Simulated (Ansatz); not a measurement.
The relaxed structure here is a generated cell of Hf2Ge: the first start was made by a random draw of sites in a space group, and the end was not matched to a known phase here, so it may be hypothetical.

A trial cell of Hf₂Ge was relaxed with r2SCAN (plane waves to 500 eV, PAW, scalar-relativistic; Ansatz, a program for electronic structure).

Before: Cmmm (No. 65), oS6; a = 4.236 Å, b = 6.371 Å, c = 4.973 Å, α = β = γ = 90.00°.

After relaxation:

Simulated powder pattern, Co Kα, λ = 1.79026 Å (kinematic, ideal powder, no thermal factors, no anomalous dispersion; the 24 strongest lines at most, above 1 %, up to 2θ = 90°):

```tsv
2θ (°)	I/Imax (%)
20.18	7.1
28.25	6.3
34.96	100
40.37	81
41.02	39
45.53	3.5
50.55	2.6
58.42	29
58.91	57
62.46	1.4
66.13	1.2
69.92	31
70.81	15
73.84	30
80.84	1.4
87.28	10
88.96	5.0
```

Q: Identify the relaxed structure from its pattern: crystal system, space group and cell.

A: Tetragonal, P4/mmm (No. 123), tP3; a = 3.669 Å, b = 3.669 Å, c = 5.110 Å, α = 90.00°, β = 90.00°, γ = 90.00°. Sites: Ge 1a (0.000, 0.000, 0.000); Hf 1c (0.500, 0.500, 0.000); Hf 1b (0.000, 0.000, 0.500).

Q: Index the strongest lines.

A: 34.96° (101), 40.37° (110), 41.02° (002), 58.91° (112), 69.92° (211).

No spin polarisation in the result.

The run could not lose the symmetry of its start: the end is stationary, and may be a saddle point rather than a minimum.

All atoms sit on sites fixed by symmetry, so only the cell could relax.
